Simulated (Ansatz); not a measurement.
## What a change of settings does: LaHg2

First run: DFT, LDA, PAW with Ansatz's default frozen-core files, scalar-relativistic (Ansatz 0.2.0).

Command: `ansatz run input.yaml --threads 1 --pin off --max-ram 3072MiB --backend cpu --events-out ev --progress --plain --runs-dir out` It took 14 s on 1 thread of Arm Neoverse V2 (shared host), peak memory 0.51 GiB.

```yaml
crystal:
  lattice:
    - [4.958, 0.0, 0.0]
    - [-2.479, 4.293753952, 0.0]
    - [0.0, 0.0, 3.64]
  atoms:
    - { symbol: La, position: [0.0, 0.0, 0.0] }
    - { symbol: Hg, position: [0.2933333333, 0.6466666667, 0.5] }
    - { symbol: Hg, position: [0.7066666667, 0.3533333333, 0.5] }
kpoints:
  mp_grid: { grid: [7, 7, 8] }
scf:
  occupations: { method: fermi_dirac, width: 0.05 }
hamiltonian:
  xc: lda
  pseudopotentials: { kind: paw }
output:
  forces: true
  stress: true
  eigenvalues: true
  efg: { contact_densities: true }
  populations: true
```

The cell is entry 1523851 of the Crystallography Open Database, unrelaxed.

This run: one bond, the shortest of the undistorted cell, set to 2.519 Å.

It converges in 7 SCF iterations at a pressure of 0.07 GPa, largest force 2.835 eV/Å, cutoff 420 eV.

The input is then changed:

```diff
 kpoints:
-  mp_grid: { grid: [7, 7, 8] }
+  mp_grid: { grid: [2, 2, 3] }
 scf:
   populations: true
+basis:
+  ecutrho_ratio: 4
```

**Question.** Predict the outcome of the changed run.

**Answer.** It converges in 8 SCF iterations at a pressure of 1.02 GPa, largest force 2.699 eV/Å, cutoff 420 eV, free energy +0.23 eV/atom against the first run's. More than one line changes, and not each need have an effect. Some of the changed settings are coarser than converged work would use. Results part of its log:
```
SCF 1 converged in 8 iterations: F = -33121.741298 eV  dr2 = 1.07e-8
  greatest PAW one-centre occupation: 1.000 electrons in one spin orbital (limit 2), on the Hg atom at site 2 (counted from 0), in its partial waves of l = 0
SCF converged after 8 iterations
Free energy (F): -33121.741298 eV
Harris-Foulkes:  -33121.741298 eV  (|F-HF|=4.47e-9)
Internal energy: -33121.683697 eV  (E = F + TS)
E sigma→0 (E₀):  -33121.712498 eV
Entropy (-TS):   -0.057601 eV (-19.200 meV/atom)
Fermi energy:    14.684383 eV
--- Per-component energies (eV) ---
  E_band       = -824.544977
  E_kinetic    = 1403.723744
  E_local      = -6145.407151  (includes V_loc(G=0)·N_el)
  E_nonlocal   = 256.702065
  E_hartree    = 2647.470556
  E_xc         = -578.926500
  E_vxc        = -674.899458  (∫ρ·V_xc dr)
  E_paw        = -24552.613102  (= ΣΔE_a)
  E_vpaw       = -959.612853  (= ΣTr[D̂ρ^β])
  E_aug_tail   = 0.001667  (compensation charges beyond the density's cutoff)
  E_ewald      = -6154.109877
[... lines left out ...]
        2.693358       1.603563       0.000000
        0.000000       0.000000      -3.255429
  P = ⅓ Tr σ = 1.0206 GPa (10.206 kbar)
--- PAW observables at the nuclei: V_zz in 10²¹ V/m², potentials from the cell's mean, atoms counted from 1 ---
  atom   1  La V_zz =    +8.604492   η = 0.9226   by run symmetry: allowed
            electrostatic potential = -9880.746510 V   contact ρ = 2238428.416369 e/Å³
  atom   2  Hg V_zz =   +32.453612   η = 0.7771   by run symmetry: allowed
            electrostatic potential = -16795.391262 V   contact ρ = 14075614.782440 e/Å³
  atom   3  Hg V_zz =   +32.453612   η = 0.7771   by run symmetry: allowed
            electrostatic potential = -16795.391262 V   contact ρ = 14075614.782440 e/Å³
--- Band table (eV; the first three rows and the last of 6) ---
  k-point 0: bands = ["-101.1927", "-101.1816", "-49.6002", "-49.4577", "-49.4497", "-49.4433", "-49.4371", "-49.3956", "-18.2395", "-2.0382", "-1.9627", "-1.3898", "5.3908", "6.5164", "6.5570", "6.7201", "6.8582", "7.1129", "7.1414", "7.2129", "7.3015", "7.5557", "7.9446", "13.2549", "13.8015", "14.0940", "14.6912", "16.2390", "16.3182", "16.4230", "16.5274"]
  k-point 1: bands = ["-101.1927", "-101.1815", "-49.6000", "-49.4600", "-49.4495", "-49.4432", "-49.4393", "-49.3955", "-18.1697", "-2.1977", "-1.9419", "-1.8576", "5.6313", "6.1789", "6.6323", "6.8258", "6.8906", "7.1646", "7.2420", "7.3454", "7.8507", "7.9317", "8.1380", "13.1947", "14.7351", "14.9791", "15.1661", "15.4945", "16.1052", "16.2416", "16.5417"]
  k-point 2: bands = ["-101.1923", "-101.1820", "-49.5954", "-49.4572", "-49.4562", "-49.4385", "-49.4370", "-49.3995", "-18.2335", "-2.1854", "-1.9822", "-1.3990", "5.6117", "6.0741", "6.5126", "6.6886", "7.0904", "7.1536", "7.3366", "7.3852", "7.7424", "7.9199", "9.1223", "9.6031", "14.2721", "14.5366", "16.2737", "16.3144", "16.3201", "16.4150", "16.4434"]
  k-point 5: bands = ["-101.1918", "-101.1825", "-49.5892", "-49.4674", "-49.4571", "-49.4422", "-49.4253", "-49.4065", "-18.1661", "-2.1565", "-1.9701", "-1.9538", "5.4802", "5.9733", "6.3469", "6.8455", "6.9137", "7.3858", "7.4335", "7.5728", "8.1783", "8.3028", "9.8509", "9.8809", "13.3031", "14.6870", "15.1294", "16.2460", "16.3380", "16.4088", "16.4814"]
--- Löwdin populations: 3 sites ---
  site symbol       q [e]
     0     La     11.5948
     1     Hg     19.1850
     2     Hg     19.1850
  spilling = 0.020298 (of n_electrons = 51.000000)
```
